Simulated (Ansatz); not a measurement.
Cs2YAgCl6:
```xyz
10
Lattice="0.0000 5.2865 5.2865 5.2865 0.0000 5.2865 5.2865 5.2865 0.0000" Properties=species:S:1:pos:R:3 pbc="T T T"
Cs     7.9298     7.9298     7.9298
Cs     2.6433     2.6433     2.6433
Y      5.2865     5.2865     5.2865
Ag     0.0000     0.0000     0.0000
Cl     2.6799     5.2865     5.2865
Cl     7.8931     5.2865     5.2865
Cl     5.2865     2.6799     5.2865
Cl     5.2865     7.8931     5.2865
Cl     5.2865     5.2865     2.6799
Cl     5.2865     5.2865     7.8931
```

Relaxed with PBEsol.

Q: Map the electron localisation function on the plane through (0.750, 0.750, 0.750) spanned by u = [1, 0, 0] and v = [-1, 1, 1] in lattice vectors, from the program Ansatz at the PBEsol level (PAW).

A: x is the fraction of u, y of v (the angle between them is 90°; rows are the nearest grid lines); atoms in the plane: Cs at (0.00, 0.00), Cs at (0.00, 0.50), Y at (0.50, 0.75), Ag at (0.50, 0.25), Cl at (0.50, 0.50), Cl at (0.50, 1.00).
```
y \ x   0.000  0.0811  0.189  0.270  0.351  0.459  0.541  0.649  0.730  0.811  0.919   1.00
------  -----  ------  -----  -----  -----  -----  -----  -----  -----  -----  -----  -----
1.00    0.006   0.711  0.591  0.052  0.817  0.556  0.556  0.817  0.052  0.591  0.711  0.006
0.925   0.871   0.894  0.226  0.035  0.628  0.854  0.854  0.628  0.035  0.228  0.894  0.871
0.850   0.436   0.151  0.016  0.026  0.030  0.215  0.215  0.030  0.026  0.016  0.151  0.436
0.775   0.003   0.009  0.039  0.051  0.182  0.780  0.779  0.178  0.051  0.039  0.009  0.003
0.700   0.009   0.009  0.033  0.045  0.087  0.861  0.862  0.087  0.045  0.033  0.009  0.009
0.625   0.779   0.588  0.020  0.021  0.097  0.252  0.252  0.097  0.021  0.021  0.588  0.779
0.550   0.560   0.874  0.423  0.045  0.750  0.815  0.815  0.750  0.045  0.423  0.874  0.560
0.450   0.560   0.874  0.451  0.033  0.714  0.853  0.853  0.714  0.033  0.451  0.874  0.560
0.375   0.779   0.602  0.019  0.014  0.065  0.131  0.131  0.065  0.014  0.019  0.602  0.779
0.300   0.009   0.008  0.018  0.040  0.149  0.561  0.561  0.149  0.040  0.018  0.008  0.009
0.225   0.003   0.007  0.021  0.045  0.180  0.677  0.676  0.180  0.045  0.021  0.007  0.003
0.150   0.436   0.164  0.011  0.021  0.073  0.166  0.166  0.073  0.021  0.011  0.164  0.436
0.0750  0.871   0.894  0.262  0.022  0.494  0.839  0.840  0.493  0.022  0.259  0.894  0.871
0.000   0.006   0.711  0.591  0.052  0.817  0.556  0.556  0.817  0.052  0.591  0.711  0.006
```

The density is the valence pseudo-density with augmentation charge, so density and ELF within about 1 Å of a nucleus are not all-electron values.

Space group Fm-3m. The first step of the workflow began from a Materials Project structure, measured or hypothetical; the Crystallography Open Database copy checked does not list it. Whether it is the stable phase at ambient conditions was not checked. Symmetry was held in the PBEsol relaxation; its stability against distortions is not shown here. The run is not spin-polarised. Spin–orbit coupling is left out wherever it is not named.

Potentials: the later of the program's two PAW sets.
